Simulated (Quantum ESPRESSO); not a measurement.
**Fitting the PBE energy curve of TiN**

```
Ti N
1.0
     0.00000    2.12000    2.12000
     2.12000    0.00000    2.12000
     2.12000    2.12000    0.00000
Ti N
1 1
Cartesian
  0.0000 0.0000 0.0000
  2.1200 2.1200 2.1200
```

The cell was built by a generator and isn't the measured one.

The cell was scaled at fixed shape and fractions and run with Quantum ESPRESSO, GBRV 1.5 PBE, cutoff 612 eV; PBE, k mesh 16 × 16 × 16 on the cell of 2 atoms, methfessel-paxton occupations of 0.2 eV, no spin polarisation, no spin-orbit coupling. Energies are those that the program minimises, any entropy of the smearing included. For a metal such a mesh isn't converged to the digits shown.

```tsv
V (Å³/atom)	energy over the lowest row (meV/atom)
8.9564	39.17
9.1470	18.06
9.3376	5.29
9.5281	0.00
9.7187	?
9.9093	9.02
10.0998	22.05
```

Question: Fit the third-order Birch-Murnaghan form, give V0, B0 and B′, and predict the energy left open.

Answer: With y = (V0/V)^(2/3), E = E0 + (9 V0 B0/16) [(y - 1)³ B′ + (y - 1)² (6 - 4y)]. Least squares through the rows shown give V0 = 9.5795 Å³/atom, E0 = -0.24 meV, B0 = 277.1 GPa (1 eV/Å³ = 160.218 GPa) and B′ = 4.23, with a largest miss of 0.01 meV. At V = 9.7187 the form with these constants gives 1.47 meV; the run gave 1.47 meV an atom.
